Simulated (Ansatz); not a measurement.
LiCl:
```cif
data_ClLi
_chemical_formula_sum 'Li1 Cl1'
_space_group_name_H-M_alt 'P 1'
_space_group_IT_number 1
_cell_length_a 3.58090
_cell_length_b 3.58090
_cell_length_c 3.58090
_cell_angle_alpha 60.000
_cell_angle_beta 60.000
_cell_angle_gamma 60.000
loop_
_space_group_symop_operation_xyz
  'x, y, z'
loop_
_atom_site_label
_atom_site_type_symbol
_atom_site_fract_x
_atom_site_fract_y
_atom_site_fract_z
_atom_site_occupancy
Li1 Li 0.00000 0.00000 0.00000 1
Cl1 Cl 0.50000 0.50000 0.50000 1
```

Relaxed with PBEsol.

Task: Give the optical modes at the zone centre with their infrared activity from DFPT, the program Ansatz at the PBEsol level (PAW).

Result: Transverse frequencies, without the LO–TO term; a row sums one degenerate level.

| ω (cm⁻¹) | degeneracy | IR ((D/Å)²/amu) | activity | symmetry |
|---|---|---|---|---|
| 206 | 3 | 16.43 | IR | T1u |

Task: How high does the top mode go among those that the LO–TO term moves?

Result: 399 cm⁻¹ for q along x.

Space group Fm-3m (rock salt). The PBEsol relaxation kept the symmetry of its start; of distortions, only those at the zone centre were tested.

Potentials: the later of the program's two PAW sets.
